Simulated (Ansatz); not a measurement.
## In2O3 (R-3c), a film clamped to a substrate

The calculation used DFT LDA, scalar-relativistic, plane waves, PAW in Ansatz. Cutoff 420 eV, Γ-centred 6×6×6 k-points, Gaussian smearing of 0.05 eV. No spin polarisation. Energies are free energies at this smearing, counted from the undisturbed cell; pressure is positive in compression.

Zero of the scan (relaxed at this level; this form isn't the usual structure):

```yaml
crystal:
  lattice:
    - [2.73089, 1.57668, 4.79072]
    - [-2.73089, 1.57668, 4.79072]
    - [0.00000, -3.15336, 4.79072]
  atoms:
    - { symbol: In, position: [0.35768, 0.35768, 0.35768] }
    - { symbol: In, position: [0.14232, 0.14232, 0.14232] }
    - { symbol: In, position: [0.64232, 0.64232, 0.64232] }
    - { symbol: In, position: [0.85768, 0.85768, 0.85768] }
    - { symbol: O, position: [0.54553, 0.95447, 0.25000] }
    - { symbol: O, position: [0.25000, 0.54553, 0.95447] }
    - { symbol: O, position: [0.95447, 0.25000, 0.54553] }
    - { symbol: O, position: [0.45447, 0.04553, 0.75000] }
    - { symbol: O, position: [0.75000, 0.45447, 0.04553] }
    - { symbol: O, position: [0.04553, 0.75000, 0.45447] }
```

The cell (10 atoms, V0 = 123.77 Å³) is strained by p along both x and y and by q along z, fractional coordinates fixed. τp = (1/V0) ∂E/∂p = (σxx + σyy)(1 + p)(1 + q) and τq = (1/V0) ∂E/∂q = σzz(1 + p)², with tension positive.

| p | q | ΔE (meV/atom) | τp (GPa) | τq (GPa) |
| --- | --- | --- | --- | --- |
| 0.000 | 0.000 | 0.00 | 0.01 | 0.01 |
| -0.040 | 0.000 | 65.25 | -44.62 | -11.21 |
| 0.040 | 0.000 | 52.46 | 32.11 | 7.90 |
| 0.000 | -0.040 | 17.76 | -10.34 | -11.86 |
| 0.000 | 0.040 | 15.66 | 8.55 | 9.82 |

Q: Get the second derivatives of the energy density.

A: Central differences give A = ∂τp/∂p = 959 GPa (C11 + C22 + 2 C12), C = ∂τq/∂q = 271 GPa (C33) and the cross term B = ∂τq/∂p = 239 GPa (C13 + C23); ∂τp/∂q = 236 GPa must equal B, and any difference shows higher-order terms. Steps this large leave an error of some per cent of A or C in all of these, which can swamp a small B. The ions are clamped.

Q: A film of this crystal grows with z along the normal on a substrate that imposes p. How does its thickness respond, and what does the misfit cost?

A: Count p and q from the stress-free cell. A free surface needs τq = 0, so q = −(B/C) p = -0.88 p. The energy density left is (A − B²/C) p²/2 = M p², with the biaxial modulus M = 374 GPa; a misfit of 1 % costs 2.89 meV/atom, against 3.70 meV/atom if the thickness were held.

At p = 0.080 the energies along q are 161.6 (q = -0.080), 160.2 (q = -0.040), 188.4 (q = 0.000), 240.7 (q = 0.040), 312.6 (q = 0.080) meV/atom.

Q: Does the linear rule hold at this misfit?

A: A parabola through the lowest point and its neighbours has its minimum at q = -0.058, 157.2 meV/atom. With the stress left in the starting cell, τp0 and τq0, linear elasticity gives q = −(τq0 + Bp)/C = -0.071 and E = V0(τp0 p + τq0 q + Ap²/2 + Bpq + Cq²/2)/N = 185.0 meV/atom. The energies differ by more than a tenth, so the quadratic law fails here: the gap holds the anharmonic part, with some error from the wide steps. Cubic terms also shift the vertex of so wide a parabola.

Forces appear on the atoms along this scan, and letting them relax would lower the energy and soften the response. The gap closes along the scan, which can put kinks into the curve.